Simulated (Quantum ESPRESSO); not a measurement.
AlGa2VW3Ru, different elements on one site, starting from this cell

A calculation, not a measurement. The program is pw.x of Quantum ESPRESSO 7.5 (plane-wave density functional theory). The cell is made up: eight metal atoms on a face-centred cubic lattice, with elements, volume, strain and displacements drawn at random and not relaxed, so it may be unstable or far from any real phase. PseudoDojo standard norm-conserving files set the functional (PBE unless stated); there is no spin polarisation or spin-orbit coupling, the Fermi-Dirac width of 0.25 eV means electrons at about 2900 K, and the masses in the input are unused placeholders. Heavy elements are run without spin-orbit coupling, which real alloys of them have. A spin test at this wide smearing found no moment, but such smearing suppresses magnetism that the real alloy may have.

The runs put different elements on site 3. Cell, positions, cutoff, mesh and smearing stay as in the input of run 1; sites are counted in its order. Stress in the tables is positive in tension.

Input of run 1:

```
&control calculation='scf', pseudo_dir='./dojo.nc.sr.pbe.v0_5.standard.upf', outdir='./o', disk_io='minimal', tprnfor=.true., tstress=.true. /
&system ibrav=0, nat=8, ntyp=5, nbnd=64, ecutwfc=87.97787729, nosym=.true., tot_charge=0,
 occupations='smearing', smearing='fd', degauss=0.0183746611
/
&electrons conv_thr=1.470e-08, electron_maxstep=70, mixing_beta=0.5 /
ATOMIC_SPECIES
Al 1.0 Al.upf
Ga 1.0 Ga.upf
Ru 1.0 Ru.upf
V 1.0 V.upf
W 1.0 W.upf
CELL_PARAMETERS angstrom
2.0125 4.0644 2.052
2.0279 -4.0072 1.9222
1.9169 -0.1012 -5.8579
ATOMIC_POSITIONS angstrom
Al 0.0326 0.0027 0.0228
Ga 1.9777 -2.0374 -0.0413
V 1.9178 0.0119 -1.9443
W 3.9902 -2.0929 -1.9683
W 2.0294 0.0187 1.9551
W 1.9899 2.0557 0.0547
Ga 3.9433 -0.0295 0.0234
Ru 3.912 2.011 -1.9016
K_POINTS automatic
6 6 4 1 1 1
```

| run | elements on sites 1 to 8 | -TS (eV) | pressure (GPa) | stress xx (GPa) | stress yy (GPa) | stress zz (GPa) | stress yz (GPa) | stress xz (GPa) | stress xy (GPa) | iterations |
| --- | --- | --- | --- | --- | --- | --- | --- | --- | --- | --- |
| 1 | Al Ga V W W W Ga Ru | -1.391 | -6.82 | 7.13 | 6.97 | 6.36 | -0.75 | 3.61 | -2.15 | 16 |
| 2 | Al Ga Rh W W W Ga Ru | -1.246 | -7.20 | 7.41 | 7.89 | 6.30 | -1.05 | 1.93 | -3.69 | 14 |
| 3 | Al Ga Mg W W W Ga Ru | -1.157 | -0.93 | 1.69 | 0.92 | 0.18 | 0.35 | 3.02 | -2.69 | 13 |
| 4 | Al Ga Ga W W W Ga Ru | -1.155 | -3.73 | 4.13 | 4.75 | 2.29 | 0.77 | 1.05 | -1.59 | 13 |
| 5 | Al Ga Ti W W W Ga Ru | -1.335 | -2.72 | 3.33 | 2.51 | 2.31 | -0.34 | 4.23 | -2.07 | 16 |

Forces Fx Fy Fz (eV/Å):

| site | run 1 | run 2 | run 3 | run 4 | run 5 |
| --- | --- | --- | --- | --- | --- |
| 1 | -0.53 0.03 -0.10 | -0.49 0.00 -0.14 | -0.89 0.02 0.27 | -0.73 0.00 0.09 | -0.74 0.05 0.13 |
| 2 | -0.04 0.11 0.18 | -0.05 0.06 0.22 | -0.19 0.09 0.29 | -0.23 0.09 0.34 | -0.12 0.12 0.25 |
| 3 | 0.47 -0.17 -0.40 | -0.04 -0.30 0.27 | 0.46 -0.41 0.04 | 0.64 -0.34 -0.30 | 0.54 -0.28 -0.33 |
| 4 | -0.49 0.43 0.24 | 0.22 0.39 -0.51 | 0.26 0.69 -0.85 | 0.10 0.54 -0.58 | -0.35 0.60 -0.04 |
| 5 | -0.16 -0.10 0.53 | -0.22 -0.06 0.66 | 0.01 -0.05 0.43 | -0.43 -0.05 0.87 | 0.14 -0.11 0.24 |
| 6 | 0.21 -0.41 -0.05 | 0.02 -0.30 0.03 | -0.21 -0.46 0.20 | 0.11 -0.36 -0.05 | -0.08 -0.46 0.20 |
| 7 | 0.51 0.30 -0.63 | 0.37 0.29 -0.59 | 0.49 0.30 -0.62 | 0.37 0.30 -0.54 | 0.54 0.30 -0.63 |
| 8 | 0.03 -0.19 0.23 | 0.20 -0.07 0.08 | 0.07 -0.19 0.23 | 0.16 -0.18 0.18 | 0.08 -0.21 0.18 |

Energies are left out, as each element's file has its own zero. A rerun of one cell of this series at a higher cutoff and on a denser mesh moved values by no more than 0.002 eV in energy, 0.02 GPa in stress and 0.003 eV/Å in force, and a second program with other atomic files agreed on that cell to 2 % rms in force and 0.5 GPa in pressure.